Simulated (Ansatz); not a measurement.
ZnSnN$_{2}$:
```
ZnSnN2
1.0
    1.58223     0.91350     5.13544
   -1.58223     0.91350     5.13544
    0.00000    -1.82700     5.13544
Zn Sn N
1 1 2
Cartesian
  0.00000   0.00000   0.00000
  0.00000   0.00000   7.70316
  0.00000   0.00000  11.59718
  0.00000   0.00000   3.80914
```

Relaxed with PBEsol. Independent-particle spectrum: no excitons, no local fields, no scissors shift; 0.1 eV broadening; ε₁ of the summed bands alone.

Question: Tabulate the dielectric function from PBEsol (plane waves, PAW; program Ansatz).

Answer: 

| E (eV) | ε₁ xx | ε₂ xx | ε₁ zz | ε₂ zz |
|---|---|---|---|---|
| 0.0 | 9.38 | 0.00 | 9.26 | 0.00 |
| 0.3 | 9.43 | 0.00 | 9.31 | 0.00 |
| 0.6 | 9.58 | 0.00 | 9.49 | 0.00 |
| 0.9 | 9.84 | 0.19 | 9.81 | 0.26 |
| 1.2 | 9.95 | 0.29 | 9.91 | 0.41 |
| 1.5 | 10.31 | 0.27 | 10.49 | 0.51 |
| 1.8 | 11.17 | 0.71 | 10.68 | 1.38 |
| 2.1 | 11.23 | 1.41 | 10.64 | 1.70 |
| 2.4 | 11.41 | 1.75 | 10.81 | 1.91 |
| 2.7 | 11.79 | 2.03 | 11.19 | 2.14 |
| 3.0 | 12.44 | 2.35 | 11.83 | 2.38 |
| 3.3 | 13.60 | 2.75 | 13.01 | 2.68 |
| 3.6 | 16.20 | 4.44 | 16.33 | 4.51 |
| 3.9 | 16.56 | 8.60 | 15.28 | 9.71 |
| 4.2 | 14.37 | 12.46 | 11.40 | 12.55 |
| 4.5 | 11.88 | 13.30 | 9.59 | 11.98 |
| 4.8 | 10.96 | 14.91 | 9.26 | 12.77 |
| 5.1 | 7.98 | 18.65 | 6.27 | 16.09 |
| 5.4 | 3.49 | 17.32 | 3.76 | 14.27 |
| 5.7 | -1.83 | 19.49 | 0.05 | 15.49 |
| 6.0 | -7.14 | 11.40 | -4.19 | 11.70 |
| 6.3 | -4.34 | 7.09 | -3.25 | 7.05 |
| 6.6 | -1.79 | 6.36 | -0.57 | 5.50 |
| 6.9 | -2.15 | 6.06 | -0.75 | 6.40 |
| 7.2 | -1.47 | 5.01 | -0.54 | 5.31 |
| 7.5 | -0.39 | 4.58 | 0.35 | 4.85 |
| 7.8 | -0.54 | 5.33 | 0.39 | 5.87 |
| 8.1 | -0.61 | 4.57 | -0.27 | 5.18 |
| 8.4 | -0.18 | 3.98 | -0.10 | 4.22 |
| 8.7 | 0.70 | 4.06 | 1.15 | 4.04 |
| 9.0 | 0.98 | 4.55 | 1.44 | 4.90 |
| 9.3 | 0.87 | 5.06 | 1.13 | 5.20 |
| 9.6 | 0.54 | 5.43 | 1.16 | 5.67 |
| 9.9 | 0.01 | 5.46 | 0.61 | 6.03 |
| 10.2 | -0.01 | 5.30 | 0.29 | 6.18 |
| 10.5 | -0.06 | 5.83 | -0.28 | 6.78 |
| 10.8 | -1.33 | 6.52 | -1.75 | 6.24 |
| 11.1 | -2.51 | 5.34 | -2.46 | 6.00 |
| 11.4 | -3.15 | 4.63 | -3.54 | 4.79 |
| 11.7 | -2.91 | 3.42 | -3.09 | 3.58 |
| 12.0 | -2.54 | 2.86 | -2.65 | 2.98 |

Question: From ε at 1.7 eV (xx: 10.89 + 0.37i), find n, k, the normal reflectivity and the absorption coefficient.

Answer: n = 3.30, k = 0.056, R = 29 %, α = 2kE/ħc = 9600 cm⁻¹.

With all bands, ε∞ without local fields is 9.61 (xx = yy), 9.49 (zz). DFPT, with local fields, gives 9.43 (xx = yy), 9.00 (zz).

Space group R-3m. The start of the workflow was typed in or built on a structure type; neither database checked (COD, Materials Project) lists it. Whether it is the stable phase at ambient conditions was not checked. Symmetry was held in the PBEsol relaxation. At this level the phase is mechanically unstable. Its formation energy is positive at this level, so the cell may be metastable or incomplete. Scalar-relativistic: spin–orbit coupling is off unless named, which matters more the heavier the elements.

Potentials: the earlier of the program's two PAW sets. The files were generated under PBE; for other functionals the program regenerates the frozen cores, and for LDA and PBEsol the local potential too.
